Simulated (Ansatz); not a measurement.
HfO2 in space group P4_2/nmc (No. 137; Hf on 2a, O on 4d), LDA (plane waves, PAW; program Ansatz). The conduction-band minimum lies at Γ, with 1 equivalent valley. Second derivatives d²E/dk² of the lowest band at one valley (eV·Å²), along Cartesian directions:…

| direction | d²E/dk² |
|---|---|
| [100] | 10.05 |
| [010] | 10.05 |
| [001] | 7.785 |
| [110] | 10.06 |
| [101] | 8.919 |
| [011] | 8.919 |

**Question.** Find the principal effective masses, the density-of-states mass and the conductivity mass.

**Answer.** Off-diagonal terms follow from H_xy = H[110] − (H_xx + H_yy)/2, and m*/mₑ = 7.620 eV·Å² over each eigenvalue: 0.76, 0.76, 0.98. One valley's DOS mass (m₁m₂m₃)^(1/3) = 0.83, conductivity mass 3/(Σ 1/mᵢ) = 0.82 mₑ.

**Question.** What effective density of states Nc follows at 300 K for parabolic valleys?

**Answer.** Nc = 2.509e19 × 1 × (0.83)^(3/2) ≈ 1.9e19 cm⁻³.

**Question.** With the computed static dielectric constant 56.2 (mean of the diagonal), estimate a hydrogenic donor's binding energy and radius.

**Answer.** E = 13.606 eV × 0.82/56.2² ≈ 3.5 meV; a = 0.529 Å × ε/m* ≈ 36 Å. Semilocal masses tend to be too small where the gap is.

This is a known high-temperature phase of the composition, computed here at zero pressure and temperature. The cell was relaxed with LDA under the symmetry of its start; phonons on a q-mesh show no instability. The run is not spin-polarised. Scalar-relativistic: spin–orbit coupling is off unless named, which matters more the heavier the elements.

Potentials: the later of the program's two PAW sets.
